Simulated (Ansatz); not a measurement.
**Au (Fm-3m), zone-centre modes**

Method: DFT PBEsol, scalar-relativistic, plane waves, PAW (Ansatz). The runs took a 420 eV cutoff, a Γ-centred 16×16×12 mesh and Gaussian smearing (0.15 eV). Spin–orbit coupling is left out, which can shift energies with elements as heavy as these. No spin polarisation.

Zero of the scan (as given, not relaxed at this level):

```yaml
crystal:
  lattice:
    - [0.00000, -2.04550, -2.04550]
    - [0.00000, 2.04550, -2.04550]
    - [4.09100, 0.00000, 0.00000]
  atoms:
    - { symbol: Au, position: [0.50000, 0.50000, 0.50000] }
    - { symbol: Au, position: [0.00000, 0.00000, 0.00000] }
```

Harmonic modes by finite displacements of 0.02 Å, without the LO–TO term. The cell doubles the primitive one, so its zone centre also holds the primitive cell's point q = (0, 1/2, 1/2).

At this geometry, is the structure stable against these modes?

Yes: no mode is imaginary beyond 10 cm⁻¹, and only the three translations lie near zero.

List the wavenumbers in cm⁻¹.

0, 0, 0, 85, 85, 147.

Cost: 1 run of about 0.32 core-minutes, on AMD EPYC 9R45 (Zen 5) (shared hosts).